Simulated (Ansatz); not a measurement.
# What is wrong with this input? (Ta4O)

Intended: Ta4O, PBEsol, plane waves and PAW in Ansatz. The input:

```yaml
crystal:
  lattice:
    - [3.257497, 0.0, 0.0]
    - [0.0, 3.257497, 0.0]
    - [0.0, 0.0, 7.409341]
  atoms:
    - { symbol: Ta, position: [0.0, 0.0, 0.5] }
    - { symbol: Ta, position: [0.5, 0.5, 0.783158] }
    - { symbol: Ta, position: [0.5, 0.5, 0.216842] }
    - { symbol: Ta, position: [0.0, 0.0, 0.0] }
    - { symbol: O, position: [0.5, 0.5, 0.5] }
basis:
  ecutwfc: 420
kpoints:
  mp_grid: { grid: [1, 1, 1] }
hamiltonian:
  xc: pbesol
scf:
  occupations: { method: gaussian, width: 0.1 }
output:
  forces: true
  stress: true
  eigenvalues: true
```

Command:

```bash
ansatz run input.yaml --threads 1 --pin off --max-ram 2560MiB --backend cpu --events-out ev --progress --plain --runs-dir out
```

From the log (HF is the Harris–Foulkes energy, dr2 the density residual in eV):

```text
Pseudopotential: Ta, paw, valence charge 13, recommended cutoff 420 eV (normal)
Pseudopotential: O, paw, valence charge 6, recommended cutoff 420 eV (normal)
Crystal: 5 atoms, lattice volume = 78.623 Å³
Basis set: ecut = 420 eV, 1569 PW (Γ), exchange–correlation on 48×48×100 points (8 copies of the dense FFT grid, shifted against one another)
Bands: 35, of which v1, the nominal top of the filled ones, is band 29 counted from 1 (28 counted from 0)
Symmetry: 16 space group operations
Space group: P4/mmm (ITA 123), of the structure as read, at distance tolerance 4.3e-5 Å
k-points: 1
PAW frozen core: Ta, regenerated for the run's functional, and the local potential with it (the file was generated under x = pbe(κ = 0.804, μ = 0.2195), c = pbe(β = 0.0667))
PAW frozen core: O, regenerated for the run's functional, and the local potential with it (the file was generated under x = pbe(κ = 0.804, μ = 0.2195), c = pbe(β = 0.0667))
Initial density: superposition of atomic densities, corrected by the library's trained network
SCF iter   1: HF=-39789.516351 eV  Δρ=1.12e-1  dr2=4.78e1
SCF iter   2: HF=-39787.046280 eV  Δρ=5.17e-2  dr2=2.46e0
SCF iter   3: HF=-39786.697694 eV  Δρ=2.49e-2  dr2=7.28e-1
SCF iter   4: HF=-39786.539075 eV  Δρ=1.81e-2  dr2=4.83e-1
   ...
SCF iter   9: HF=-39786.492044 eV  Δρ=5.04e-5  dr2=3.03e-6
SCF iter  10: HF=-39786.491987 eV  Δρ=2.22e-5  dr2=5.94e-7
SCF iter  11: F=-39786.491987 eV  HF=-39786.491987 eV  Δρ=3.65e-6  dr2=1.53e-8
SCF 1 converged in 11 iterations: F = -39786.491987 eV  dr2 = 1.53e-8
SCF converged after 11 iterations
Free energy (F): -39786.491987 eV
E sigma→0 (E₀):  -39786.438264 eV
Entropy (-TS):   -0.107447 eV (-21.489 meV/atom)
Fermi energy:    19.136113 eV
--- Forces (eV/Å), atoms counted from 1 ---
  atom   1  Ta    -0.00000000     0.00000000     0.00000000
  atom   2  Ta     0.00000000     0.00000000    -5.16768609
  atom   3  Ta     0.00000000     0.00000000     5.16768609
  atom   4  Ta     0.00000000     0.00000000     0.00000000
  atom   5  O      0.00000000     0.00000000     0.00000000
--- Stress (GPa, compression-positive) ---
      -10.887646       0.000000       0.000000
        0.000000     -10.887646       0.000000
        0.000000       0.000000      -0.209201
  P = ⅓ Tr σ = -7.3282 GPa (-73.282 kbar)
```

**Question.** What is the cause?
A. One k-point for a metal
B. An unconverged density accepted at the iteration limit
C. An atom left out of the cell, with fixed occupations
D. A Hubbard U on a species that isn't in the cell
E. A functional's name that the program doesn't know

**Answer.** A. One point can't sample a Fermi surface. The cure is a converged mesh.

The change to the input:

```diff
 kpoints:
-  mp_grid: { grid: [1, 1, 1] }
+  mp_grid: { grid: [12, 12, 6] }
```

With the mended input the run converges and gives a pressure of -8.16 GPa, a largest force of 0.094 eV/Å, no gap. The faulty run's energy lay 188 meV per atom higher.

Time of the mended run: 23 s on 1 thread of Arm Neoverse V1 (shared host), peak memory 0.46 GiB.